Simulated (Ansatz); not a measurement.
LaBiS2O:
```
CELL_PARAMETERS angstrom
      4.03183     0.00000     0.00000
      0.00000     4.03183     0.00000
      0.00000     0.00000    14.02545
ATOMIC_POSITIONS crystal
  La 0.50000 0.00000 0.58919
  La 0.00000 0.50000 0.41081
  Bi 0.00000 0.50000 0.86920
  Bi 0.50000 0.00000 0.13080
  S  0.50000 0.00000 0.89031
  S  0.00000 0.50000 0.10969
  S  0.00000 0.50000 0.69178
  S  0.50000 0.00000 0.30822
  O  0.00000 0.00000 0.50000
  O  0.50000 0.50000 0.50000
```

DFT-r²SCAN+D4 in the program Ansatz with PAW potentials gives a gap of 1.05 eV without spin–orbit coupling, maximum on the Γ–X line, 95 % of the way from Γ, minimum on the Γ–X line, 96 % of the way from Γ.

**Question.** What happens when spin–orbit coupling is switched on?

**Answer.** The gap shrinks by 0.55 eV, to 0.50 eV; maximum on the Γ–X line, 93 % of the way from Γ, minimum on the Γ–X line, 94 % of the way from Γ.

**Question.** Give the electron effective mass with spin–orbit coupling.

**Answer.** 0.091, 0.10, 10 mₑ (principal values).

**Question.** Give the hole effective mass with spin–orbit coupling.

**Answer.** 0.12, 0.15, 4.6 mₑ (principal values).

Space group P4/nmm. The first step of the workflow began from a Materials Project structure, measured or hypothetical; the Crystallography Open Database copy checked does not list it. Whether it is the stable phase at ambient conditions was not checked. Symmetry was held in the r²SCAN+D4 relaxation. At this level the phase is dynamically unstable (imaginary phonons).

Potentials: the earlier of the program's two PAW sets.
